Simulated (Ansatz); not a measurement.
InAs:
```
CELL_PARAMETERS angstrom
      4.12482     0.00000     0.00000
      0.00000     4.12482     0.00000
      0.00000     0.00000     7.22249
ATOMIC_POSITIONS crystal
  In 0.00000 0.50000 0.00000
  In 0.50000 0.00000 0.50000
  As 0.00000 0.00000 0.25000
  As 0.00000 0.00000 0.75000
```

Relaxed with PBE. Special points in fractions of this cell's reciprocal vectors: Γ (0.000, 0.000, 0.000); X (0.000, 0.500, 0.000); M (0.500, 0.500, 0.000); Z (0.000, 0.000, 0.500); R (0.000, 0.500, 0.500); A (0.500, 0.500, 0.500).

Problem. List the band energies nearest the Fermi level at these points for the program Ansatz at the PBE level (PAW).

Solution. In eV from the Fermi level; about four levels below and three above (degenerate sets whole), none deeper than 8.9 eV; points with the same levels are listed once.

| k | below | above |
|---|---|---|
| Γ | -1.84 -1.84 -1.82 -0.73 | 0.15 0.15 1.82 |
| X | -5.40 -3.15 -1.34 -1.31 | 0.20 0.38 0.51 |
| M | -4.18 -2.73 -2.73 -0.69 | 0.91 0.91 1.10 |
| Z | -1.45 -1.45 -0.69 -0.69 | 0.77 0.77 3.38 3.38 |
| R | -3.94 -3.76 -2.92 -1.17 | 0.07 0.88 1.47 |
| A | -3.03 -3.03 -2.09 -2.09 | 0.01 0.01 2.15 2.15 |

Space group P4_2/mmc. A made-up cell: these elements were put on the sites of a structure type; neither database checked (COD, Materials Project) lists it. It is not the phase usual at ambient conditions (space group No. 216). The cell was relaxed with PBE under the symmetry of its start; its stability against distortions is not shown here. Spin–orbit coupling is left out wherever it is not named.

Potentials: the later of the program's two PAW sets.
